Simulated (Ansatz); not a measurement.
Au (fcc, Cu type), conventional cell a = 4.1240 Å, b = 4.1240 Å, c = 4.1240 Å, α = 90.00°, β = 90.00°, γ = 90.00°. The calculation uses the primitive cell of 1 atom, to which meshes and values per cell refer.

The volume is varied about the relaxed value V₀ at fixed cell shape. Symmetry pins the atoms to their sites.

The numbers are results of r2SCAN (plane waves to 500 eV, PAW, scalar-relativistic; Ansatz, an electronic-structure program), not measurements. k mesh 19×19×19 (Γ-centred), Fermi-Dirac smearing 0.05 eV. The energy includes the smearing's −TS. Stress and pressure are positive under compression. Au was relaxed with its symmetry unable to fall. Spin-orbit coupling is left out, though Au is heavy. The PAW data are Ansatz's earlier set. The zero of ΔE is the relaxed starting cell.

| V/V₀ | P (GPa) | ΔE (eV/atom) |
|---|---|---|
| 0.900 | 21.9 | 0.106 |
| 0.925 | ? | ? |
| 0.950 | 9.0 | ? |
| 0.975 | ? | 0.006 |
| 1.000 | 0.0 | 0.000 |
| 1.025 | -3.5 | 0.005 |
| 1.050 | -6.4 | 0.019 |
| 1.075 | -8.9 | 0.040 |
| 1.100 | -10.9 | 0.067 |

Problem. Complete the blanks.

Solution. 
- 0.925, P (GPa): 14.9
- 0.925, ΔE (eV/atom): 0.056
- 0.950, ΔE (eV/atom): 0.023
- 0.975, P (GPa): 4.1

(A scan under strain: stresses follow from slopes of the energy per volume, elastic moduli from its curvatures.)
